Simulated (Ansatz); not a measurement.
LaScO$_{3}$:
```cif
data_La4O12Sc4
_chemical_formula_sum 'La4 O12 Sc4'
_space_group_name_H-M_alt 'P 1'
_space_group_IT_number 1
_cell_length_a 5.83529
_cell_length_b 8.14342
_cell_length_c 5.69791
_cell_angle_alpha 90.000
_cell_angle_beta 90.000
_cell_angle_gamma 90.000
loop_
_space_group_symop_operation_xyz
  'x, y, z'
loop_
_atom_site_label
_atom_site_type_symbol
_atom_site_fract_x
_atom_site_fract_y
_atom_site_fract_z
_atom_site_occupancy
La1 La 0.95425 0.25000 0.01184 1
La2 La 0.04575 0.75000 0.98816 1
La3 La 0.54575 0.75000 0.51184 1
La4 La 0.45425 0.25000 0.48816 1
O1 O 0.29667 0.94616 0.70352 1
O2 O 0.70333 0.44616 0.29648 1
O3 O 0.20333 0.05384 0.20352 1
O4 O 0.79667 0.55384 0.79648 1
O5 O 0.70333 0.05384 0.29648 1
O6 O 0.29667 0.55384 0.70352 1
O7 O 0.79667 0.94616 0.79648 1
O8 O 0.20333 0.44616 0.20352 1
Sc1 Sc 0.50000 0.00000 0.00000 1
Sc2 Sc 0.50000 0.50000 0.00000 1
Sc3 Sc 0.00000 0.00000 0.50000 1
Sc4 Sc 0.00000 0.50000 0.50000 1
O9 O 0.53504 0.25000 0.89888 1
O10 O 0.46496 0.75000 0.10112 1
O11 O 0.96496 0.75000 0.39888 1
O12 O 0.03504 0.25000 0.60112 1
```

Relaxed with PBE.

Problem. Give the optical modes at the zone centre with their infrared and Raman activity from DFPT, PBE (plane waves, PAW; program Ansatz).

Solution. Transverse frequencies, without the LO–TO term; a row sums one degenerate level.

```csv
ω (cm⁻¹),degeneracy,IR ((D/Å)²/amu),Raman (Å⁴/amu),activity
87,1,0.00,0,silent
98,1,1.52,0,IR
99,1,0.00,1.4,Raman
101,1,1.84,0,IR
108,1,0.00,0.17,Raman
112,1,0.00,2.0,Raman
114,1,0.00,2.0,Raman
125,1,37.79,0,IR
139,1,0.00,11,Raman
140,1,0.00,0.58,Raman
149,1,48.15,0,IR
153,1,0.00,0,silent
161,1,47.30,0,IR
167,1,0.00,22,Raman
178,1,2.47,0,IR
193,1,0.00,33,Raman
213,1,2.21,0,IR
215,1,0.00,43,Raman
217,1,0.00,0,silent
235,1,0.00,0,silent
244,1,8.55,0,IR
262,1,45.86,0,IR
262,1,35.45,0,IR
269,1,0.00,48,Raman
273,1,64.08,0,IR
274,1,0.00,4.3,Raman
288,1,0.00,0,silent
290,1,38.93,0,IR
299,1,21.27,0,IR
306,1,51.91,0,IR
306,1,35.24,0,IR
310,1,0.00,11,Raman
322,1,0.00,16,Raman
334,1,29.39,0,IR
335,1,0.00,0,silent
339,1,0.00,52,Raman
339,1,8.39,0,IR
365,1,3.40,0,IR
389,1,0.00,42,Raman
390,1,0.00,58,Raman
394,1,7.64,0,IR
395,1,0.00,100,Raman
407,1,0.00,0,silent
425,1,0.26,0,IR
426,1,0.06,0,IR
436,1,0.00,79,Raman
440,1,18.72,0,IR
443,1,0.00,33,Raman
443,1,17.44,0,IR
446,1,0.00,0,silent
449,1,0.00,34,Raman
475,1,10.90,0,IR
477,1,0.00,11,Raman
508,1,1.40,0,IR
578,1,0.00,3.2,Raman
619,1,0.00,0.56,Raman
635,1,0.00,0.28,Raman
```

Problem. How high does the top mode go among those that the LO–TO term moves?

Solution. 616 cm⁻¹ for q along x, 601 cm⁻¹ for q along y, 619 cm⁻¹ for q along z.

Space group Pnma. Symmetry was held in the PBE relaxation. No spin polarisation was allowed. Scalar-relativistic: spin–orbit coupling is off unless named, which matters more the heavier the elements.

Potentials: the later of the program's two PAW sets.
